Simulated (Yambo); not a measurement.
```cif
data_Cd4Te4
_chemical_formula_sum 'Cd4 Te4'
_space_group_name_H-M_alt 'F-43m'
_space_group_IT_number 216
_space_group_name_Hall 'F -4 2 3'
_cell_length_a 6.48916
_cell_length_b 6.48916
_cell_length_c 6.48916
_cell_angle_alpha 90.000
_cell_angle_beta 90.000
_cell_angle_gamma 90.000
loop_
_atom_site_label
_atom_site_type_symbol
_atom_site_symmetry_multiplicity
_atom_site_Wyckoff_symbol
_atom_site_fract_x
_atom_site_fract_y
_atom_site_fract_z
_atom_site_occupancy
Cd1 Cd 4 a 0.00000 0.00000 0.00000 1
Te1 Te 4 c 0.25000 0.25000 0.25000 1
```
(The calculation used a cell of 2 atoms; values per cell refer to that cell.)

CdTe (zinc blende, space group F-43m, No. 216) under isotropic strain (on all lattice vectors), counted from the cell relaxed with PBEsol, atoms relaxed at each step. PBEsol (Quantum ESPRESSO, PseudoDojo norm-conserving, 102 Ry, without SOC); G0W0 in Yambo (4×4×4 Γ-centred k mesh, bands 5 to 165 and a 10 Ry block in the screening, 165 bands in G with the Bruneval-Gonze terminator, plasmon pole fitted at 27.2 eV).

Unstrained, the direct gap at Γ is 0.65 eV in PBEsol and 1.82 eV in G0W0.

How fast does it move with strain?

Between -0.7 % and +1 % the direct gap at Γ has a volume deformation potential dE/dlnV of -3.8 eV in G0W0 and -2.9 eV in PBEsol. (G0W0: 1.901 eV at -0.7 %, 1.705 eV at +1 %; Δ ln V = 3 ln(1.01/0.993) = 0.0509.) Convergence of the GW settings isn't established. Spin-orbit coupling is left out, which matters for elements this heavy: edges can move by tenths of an eV.

The standard potential for Te keeps a d shell in the valence without the s and p states of that shell. In tests on such compounds this moved G0W0 gaps by up to about 0.9 eV, so absolute quasiparticle energies here are unreliable; differences between settings are what counts.
